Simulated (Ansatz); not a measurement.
BN in space group P6_3/mmc (No. 194; B on 2b, N on 2d) at seven volumes, PBE+D3(BJ) in the plane-wave PAW code Ansatz, shape and atoms relaxed at each. One row is withheld.

| V (Å³/atom) | P (GPa) |
|---|---|
| 8.235 | 4.16 |
| 8.506 | 2.31 |
| 8.778 | 0.97 |
| 9.049 | 0.00 |
| 9.321 | -0.65 |
| 9.592 | -1.10 |
| 9.864 | ? |

Problem. Fit the shown pressures and predict the withheld one.

Solution. P = (3/2)B₀(x^(7/2) − x^(5/2))[1 + (3/4)(B′ − 4)(x − 1)] with x = (V₀/V)^(2/3). Least squares on the six rows gives V₀ = 9.050 Å³/atom, B₀ = 26.8 GPa, B′ = 11.44. At V = 9.864, x = 0.9442 and P = -1.34 GPa. The run itself gave -1.39 GPa.

The start of the workflow was typed in or built on a structure type. Its sites differ from those of the usual phase in this space group: another stacking or structure type. Symmetry was held in the PBE+D3(BJ) relaxation; whether a distortion lowers the energy is not shown. The volume moved by 54 % from the start of the relaxation.

Potentials: the later of the program's two PAW sets.
